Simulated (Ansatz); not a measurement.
Ge:
Space group Fd-3m, origin choice 1 (No. 227); a = b = c = 5.6544 Å, α = β = γ = 90.00°

```tsv
atom	site	symmetry	x	y	z
Ge	8a	-43m	0.0000	0.0000	0.0000
```
(The calculation used a cell of 2 atoms; values per cell refer to that cell.)

Relaxed with r²SCAN+D4. Independent-particle spectrum: no excitons, no local fields, no scissors shift; 0.1 eV broadening; ε₁ of the summed bands alone.

Task: Tabulate the dielectric function from r²SCAN+D4 (plane waves, PAW; program Ansatz).

Result: 

```tsv
E (eV)	ε₁ xx	ε₂ xx
0.0	16.86	0.00
0.3	17.21	0.01
0.6	18.00	0.99
0.9	18.61	1.36
1.2	19.71	1.92
1.5	22.44	3.14
1.8	27.99	9.05
2.1	18.00	19.81
2.4	12.79	15.77
2.7	13.39	13.63
3.0	13.29	15.65
3.3	12.29	17.00
3.6	11.71	18.68
3.9	12.37	22.53
4.2	-1.07	39.80
4.5	-11.51	18.34
4.8	-8.06	12.74
5.1	-5.47	11.36
5.4	-5.57	12.45
5.7	-8.71	9.24
6.0	-7.68	6.74
6.3	-6.69	5.34
6.6	-5.96	4.42
6.9	-5.34	3.67
7.2	-4.74	3.05
7.5	-4.17	2.57
7.8	-3.65	2.21
8.1	-3.18	1.94
8.4	-2.54	1.87
8.7	-2.55	2.10
9.0	-2.56	1.83
9.3	-2.38	1.55
9.6	-2.18	1.38
9.9	-1.97	1.26
10.2	-1.82	1.13
10.5	-1.67	1.02
10.8	-1.52	0.94
11.1	-1.38	0.90
11.4	-1.35	0.84
11.7	-1.26	0.69
12.0	-1.10	0.60
```

Task: From ε at 1.9 eV (xx: 28.00 + 15.01i), find n, k, the normal reflectivity and the absorption coefficient.

Result: n = 5.47, k = 1.373, R = 50 %, α = 2kE/ħc = 260000 cm⁻¹.

With all bands, ε∞ without local fields is 16.9.

The r²SCAN+D4 relaxation kept the symmetry of its start. The volume moved by -24 % from the start of the relaxation. Spin–orbit coupling is left out wherever it is not named.

Potentials: the earlier of the program's two PAW sets.
